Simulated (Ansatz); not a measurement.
BAs:
```cif
data_AsB
_chemical_formula_sum 'As1 B1'
_space_group_name_H-M_alt 'P 1'
_space_group_IT_number 1
_cell_length_a 3.40056
_cell_length_b 3.40056
_cell_length_c 3.40056
_cell_angle_alpha 60.000
_cell_angle_beta 60.000
_cell_angle_gamma 60.000
loop_
_space_group_symop_operation_xyz
  'x, y, z'
loop_
_atom_site_label
_atom_site_type_symbol
_atom_site_fract_x
_atom_site_fract_y
_atom_site_fract_z
_atom_site_occupancy
As1 As 0.75000 0.75000 0.75000 1
B1 B 0.00000 0.00000 0.00000 1
```

Relaxed with PBE.

Decompose the optical modes at the zone centre into irreducible representations, and say which are infrared and Raman allowed.

Point group -43m: Γ_opt = T2. Infrared: T2. Raman: T2.

Assign frequencies (DFPT, DFT-PBE in the program Ansatz with PAW potentials; without the LO–TO term).

T2 677 cm⁻¹.

Space group F-43m (zinc blende). The PBE relaxation kept the symmetry of its start; phonons on a q-mesh show no instability.

Potentials: the later of the program's two PAW sets.
